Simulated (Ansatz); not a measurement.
A relaxation computed with Ansatz, from input to last step.

```yaml
crystal:
  lattice:
    - [3.2267650908, 0.0, 0.0]
    - [-1.6133825454, 2.7944605407, 0.0]
    - [0.0, 0.0, 3.4840486861]
  atoms:
    - { symbol: Ru, position: [0.3333333333, 0.6666666667, 0.5] }
    - { symbol: Ru, position: [0.6666666667, 0.3333333333, 0.5] }
    - { symbol: C, position: [0.0, 0.0, 0.0] }
basis:
  ecutwfc: 420
kpoints:
  mp_grid: { grid: [6, 6, 6] }
hamiltonian:
  xc: pbe
scf:
  occupations: { method: gaussian, width: 0.1 }
  lower_state_search: "off"
output:
  forces: true
  stress: true
  eigenvalues: true
relax:
  adjacent_minimum: "off"
  f_tol: 0.04
  max_steps: 70
  cell: { stress_tol: 0.4 }
```

```bash
ansatz run input.yaml --threads 1 --pin off --max-ram 2560MiB --backend cpu --events-out ev --progress --plain --runs-dir out
```

Level of theory: Ansatz 0.2.0, DFT PBE, scalar-relativistic, plane waves, PAW.

Of 17 frames 10 are shown, positions in Å and forces in eV/Å; the SCF threshold varies from step to step. Steps run on the plane waves of an earlier cell, with a Pulay correction in the pressure. The basis is chosen afresh for the last frame, the zero of the energies, and at times for earlier ones too; energy and pressure step there, also at an unchanged geometry. Here that happened at step 11 (-111 meV/atom, 11.5 GPa); the frames before carry an error of that size.

```xyz
3
Lattice="3.2268 0.0000 0.0000 -1.6134 2.7945 0.0000 0.0000 0.0000 3.4840" Properties=species:S:1:pos:R:3:forces:R:3 pbc="T T T" step=1 free_energy_over_end_meV_per_atom=4301.63 pressure_GPa=225.63
Ru    0.0000    1.8630    1.7420    0.0000    0.0000    0.0000
Ru    1.6134    0.9315    1.7420    0.0000    0.0000    0.0000
C     0.0000    0.0000    0.0000    0.0000    0.0000    0.0000
3
Lattice="3.5436 0.0000 0.0000 -1.7718 3.0688 0.0000 0.0000 0.0000 3.4035" Properties=species:S:1:pos:R:3:forces:R:3 pbc="T T T" step=3 free_energy_over_end_meV_per_atom=1416.83 pressure_GPa=67.84
Ru    0.0000    2.0459    1.7017    0.0000    0.0000    0.0000
Ru    1.7718    1.0229    1.7017    0.0000    0.0000    0.0000
C     0.0000    0.0000    0.0000    0.0000    0.0000    0.0000
3
Lattice="3.8048 0.0000 0.0000 -1.9024 3.2951 0.0000 0.0000 0.0000 3.0719" Properties=species:S:1:pos:R:3:forces:R:3 pbc="T T T" step=5 free_energy_over_end_meV_per_atom=401.80 pressure_GPa=11.99
Ru    0.0000    2.1967    1.5360    0.0000    0.0000    0.0000
Ru    1.9024    1.0984    1.5360    0.0000    0.0000    0.0000
C     0.0000    0.0000    0.0000    0.0000    0.0000    0.0000
3
Lattice="3.8774 0.0000 0.0000 -1.9387 3.3579 0.0000 0.0000 0.0000 2.9020" Properties=species:S:1:pos:R:3:forces:R:3 pbc="T T T" step=6 free_energy_over_end_meV_per_atom=224.57 pressure_GPa=4.20
Ru    0.0000    2.2386    1.4510    0.0000    0.0000    0.0000
Ru    1.9387    1.1193    1.4510    0.0000    0.0000    0.0000
C     0.0000    0.0000    0.0000    0.0000    0.0000    0.0000
3
Lattice="3.9708 0.0000 0.0000 -1.9854 3.4388 0.0000 0.0000 0.0000 2.6846" Properties=species:S:1:pos:R:3:forces:R:3 pbc="T T T" step=8 free_energy_over_end_meV_per_atom=146.31 pressure_GPa=-2.05
Ru    0.0000    2.2926    1.3423    0.0000    0.0000    0.0000
Ru    1.9854    1.1463    1.3423    0.0000    0.0000    0.0000
C     0.0000    0.0000    0.0000    0.0000    0.0000    0.0000
3
Lattice="3.9623 0.0000 0.0000 -1.9812 3.4315 0.0000 0.0000 0.0000 2.6809" Properties=species:S:1:pos:R:3:forces:R:3 pbc="T T T" step=10 free_energy_over_end_meV_per_atom=145.70 pressure_GPa=0.00
Ru    0.0000    2.2877    1.3405    0.0000    0.0000    0.0000
Ru    1.9812    1.1438    1.3405    0.0000    0.0000    0.0000
C     0.0000    0.0000    0.0000    0.0000    0.0000    0.0000
3
Lattice="4.0343 0.0000 0.0000 -2.0171 3.4938 0.0000 0.0000 0.0000 2.6508" Properties=species:S:1:pos:R:3:forces:R:3 pbc="T T T" step=12 free_energy_over_end_meV_per_atom=4.41 pressure_GPa=3.53
Ru    0.0000    2.3292    1.3254    0.0000    0.0000    0.0000
Ru    2.0171    1.1646    1.3254    0.0000    0.0000    0.0000
C     0.0000    0.0000    0.0000    0.0000    0.0000    0.0000
3
Lattice="4.0732 0.0000 0.0000 -2.0366 3.5275 0.0000 0.0000 0.0000 2.6242" Properties=species:S:1:pos:R:3:forces:R:3 pbc="T T T" step=13 free_energy_over_end_meV_per_atom=0.93 pressure_GPa=0.48
Ru    0.0000    2.3517    1.3121    0.0000    0.0000    0.0000
Ru    2.0366    1.1758    1.3121    0.0000    0.0000    0.0000
C     0.0000    0.0000    0.0000    0.0000    0.0000    0.0000
3
Lattice="4.0701 0.0000 0.0000 -2.0351 3.5248 0.0000 0.0000 0.0000 2.6381" Properties=species:S:1:pos:R:3:forces:R:3 pbc="T T T" step=15 free_energy_over_end_meV_per_atom=0.02 pressure_GPa=-0.20
Ru    0.0000    2.3499    1.3191    0.0000    0.0000    0.0000
Ru    2.0351    1.1749    1.3191    0.0000    0.0000    0.0000
C     0.0000    0.0000    0.0000    0.0000    0.0000    0.0000
3
Lattice="4.0702 0.0000 0.0000 -2.0351 3.5249 0.0000 0.0000 0.0000 2.6352" Properties=species:S:1:pos:R:3:forces:R:3 pbc="T T T" step=17 free_energy_over_end_meV_per_atom=0.00 pressure_GPa=0.00
Ru    0.0000    2.3499    1.3176    0.0000    0.0000    0.0000
Ru    2.0351    1.1750    1.3176    0.0000    0.0000    0.0000
C     0.0000    0.0000    0.0000    0.0000    0.0000    0.0000
```

The start puts this composition into another compound's structure type, which needn't suit it. At the end the space group is P6/mmm (tolerance 0.05 Å).

The run took 29 s on 1 thread of Intel(R) Xeon(R) Platinum 8488C (Sapphire Rapids) (shared host), peak memory 0.35 GiB.

The k mesh is coarse.